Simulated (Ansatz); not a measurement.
# Structure relaxation, Ti3Al

The start is a relaxed Ti3Al cell with one Ti and one Al atom exchanged in a cell of 8 atoms. The structure is fully relaxed (lattice and positions, P = 0) with PBE (plane waves to 420 eV, PAW, scalar-relativistic; Ansatz, a first-principles code). The first steps use a coarse 7×7×7 k-mesh.

Initial structure:
```yaml
crystal:
  lattice:
    - [5.75577, 0.00000, 0.00000]
    - [-2.87788, 4.98464, 0.00000]
    - [0.00000, 0.00000, 4.65402]
  atoms:
    - { symbol: Ti, position: [0.83031, 0.66061, 0.25000] }
    - { symbol: Ti, position: [0.16969, 0.83031, 0.75000] }
    - { symbol: Ti, position: [0.33939, 0.16969, 0.25000] }
    - { symbol: Ti, position: [0.16969, 0.33939, 0.75000] }
    - { symbol: Ti, position: [0.83031, 0.16969, 0.25000] }
    - { symbol: Al, position: [0.66061, 0.83031, 0.75000] }
    - { symbol: Al, position: [0.33333, 0.66667, 0.25000] }
    - { symbol: Ti, position: [0.66667, 0.33333, 0.75000] }
```

**Question.** Which atoms feel the largest initial force, and how large is it?

**Answer.** 0.56 eV/Å, on Ti2, Ti4 (atoms numbered as listed).

**Question.** By how much does the energy per atom fall from start to end?

**Answer.** 0.14 eV/atom.

**Question.** How do the shortest distances between atoms change?

**Answer.** The closest pairs of elements (up to four, under 3.6 Å), start → end: Al–Ti 2.83 → 2.84 Å; Ti–Ti 2.83 → 2.83 Å; Al–Al 2.84 → 4.06 Å.

**Question.** Is the relaxed structure metallic? Give its gap.

**Answer.** No gap (metallic).

It ends as:

```cif
data_Al2Ti6
_chemical_formula_sum 'Ti6 Al2'
_space_group_name_H-M_alt 'P63/mmc'
_space_group_IT_number 194
_space_group_name_Hall '-P 6c 2c'
_cell_length_a 5.75589
_cell_length_b 5.75589
_cell_length_c 4.65440
_cell_angle_alpha 90.000
_cell_angle_beta 90.000
_cell_angle_gamma 120.000
loop_
_atom_site_label
_atom_site_type_symbol
_atom_site_symmetry_multiplicity
_atom_site_Wyckoff_symbol
_atom_site_fract_x
_atom_site_fract_y
_atom_site_fract_z
_atom_site_occupancy
Ti1 Ti 6 h 0.16969 0.33938 0.25000 1
Al1 Al 2 d 0.66667 0.33333 0.25000 1
```

Final values are on a 10×10×10 k-mesh of the relaxed cell. No spin polarisation in the result.

The run could not lose the symmetry of its start.
